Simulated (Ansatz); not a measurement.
## Coordination and 17O quadrupole coupling in TiO2

Cell: a computed structure from the Materials Project (it need not be an observed phase), atoms as given.

```cif
data_TiO2
_symmetry_space_group_name_H-M 'Pbca'
_symmetry_Int_Tables_number 61
_cell_length_a 5.1491
_cell_length_b 9.1942
_cell_length_c 5.4591
_cell_angle_alpha 90.000
_cell_angle_beta 90.000
_cell_angle_gamma 90.000
loop_
_atom_site_label
_atom_site_type_symbol
_atom_site_symmetry_multiplicity
_atom_site_Wyckoff_symbol
_atom_site_fract_x
_atom_site_fract_y
_atom_site_fract_z
Ti Ti 8 c 0.1379 0.3710 0.4026
O9 O 8 c 0.4647 0.2697 0.3900
O17 O 8 c 0.8166 0.0105 0.8512
```

One atom of each set is listed.

Computed with Ansatz: DFT, r2SCAN, plane waves and PAW, scalar-relativistic, 500 eV cutoff, Γ-centred 5×3×5 k-points, Fermi–Dirac smearing 0.02 eV.

Q(17O) = -25.58 mb.

Task: Order the O environments from the weakest to the strongest quadrupole coupling.
A. O9: 3 Ti at 1.92–2.05 Å
B. O17: 3 Ti at 1.87–2.00 Å

Result: B (1.34 MHz, η = 0.90), A (1.56 MHz, η = 0.83).

Like point charges on the first shell alone (each adding as 1/d³) would put O17 above O9: the covalent part of each bond and the atoms beyond the first shell count as well.
